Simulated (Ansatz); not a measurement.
Polymorphs of ZnO, each relaxed with the program Ansatz at the LDA level (PAW):

A: wurtzite (P6_3mc)
a = 3.1872 Å, b = 3.1872 Å, c = 5.1532 Å, α = 90.00°, β = 90.00°, γ = 120.00°

```tsv
atom	site	symmetry	x	y	z
Zn	2b	3m.	0.3333	0.6667	0.0010
O	2b	3m.	0.3333	0.6667	0.3793
```

B: P4/nmm
a = b = 3.911 Å, c = 3.415 Å, α = β = γ = 90.00°

```json
[
 {"atom": "Zn", "site": "2c", "symmetry": "4mm", "x": "0.5000", "y": "0.0000", "z": "0.0608"},
 {"atom": "O", "site": "2a", "symmetry": "-4m2", "x": "0.0000", "y": "0.0000", "z": "0.0000"}
]
```

Problem. Rank these by energy per atom at 0 K (lowest first), as LDA gives it.

Solution. A (+0 meV/atom), B (+457 meV/atom)

Problem. Give each one's gap.

Solution. A 0.79 eV; B no gap.

Constructed cells (a structure type filled with these elements, in neither database checked): B. Not the usual ambient phase: B. Weakly bound layers, chains or molecules computed without a dispersion correction, so cells and soft constants are ill determined: B. Unstable at this level: B. All cells were relaxed under the symmetry of their starts (and spin orders); stability against distortions was not tested throughout.

Energies hold the estimated change up to a 700 eV cutoff; steps of a few meV lie near the error of the meshes.

Potentials: the earlier of the program's two PAW sets. The files were generated under PBE; for other functionals the program regenerates the frozen cores, and for LDA and PBEsol the local potential too.
